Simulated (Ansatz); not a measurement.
Here is the system:

GaPt:
```xyz
8
Lattice="4.9026 0.0000 0.0000 0.0000 4.9026 0.0000 0.0000 0.0000 4.9026" Properties=species:S:1:pos:R:3 pbc="T T T"
Ga     0.4569     0.4569     0.4569
Ga     1.9944     4.4457     2.9082
Ga     2.9082     1.9944     4.4457
Ga     4.4457     2.9082     1.9944
Pt     1.9512     1.9512     1.9512
Pt     0.5001     2.9514     4.4025
Pt     4.4025     0.5001     2.9514
Pt     2.9514     4.4025     0.5001
```

This is the PBEsol-relaxed structure.

**Question.** All from DFT-PBEsol in the program Ansatz with PAW potentials, unless another level is named. Give the formation energy from the elements (no fitted shifts).

**Answer.** -665 meV/atom.

**Question.** And the density of states at the Fermi level?

**Answer.** 0.20 states/eV per atom (mean over ±0.08 eV).

**Question.** Predict the gap with spin–orbit coupling.

**Answer.** none (metallic).

Space group P2_13. The workflow started from a Materials Project entry (that database holds measured and hypothetical structures alike); the Crystallography Open Database copy checked does not list it. With Ga and Pt taken as one species the cell has the higher symmetry Pa-3, so it may be an ordered model of a mixed-site phase. Whether it is the stable phase at ambient conditions was not checked. Symmetry was held in the PBEsol relaxation; of distortions, only those at the zone centre were tested. No spin polarisation was allowed. The references are the lowest solids computed at this level, not always the standard phases. Spin–orbit coupling is left out wherever it is not named.

Potentials: the later of the program's two PAW sets.
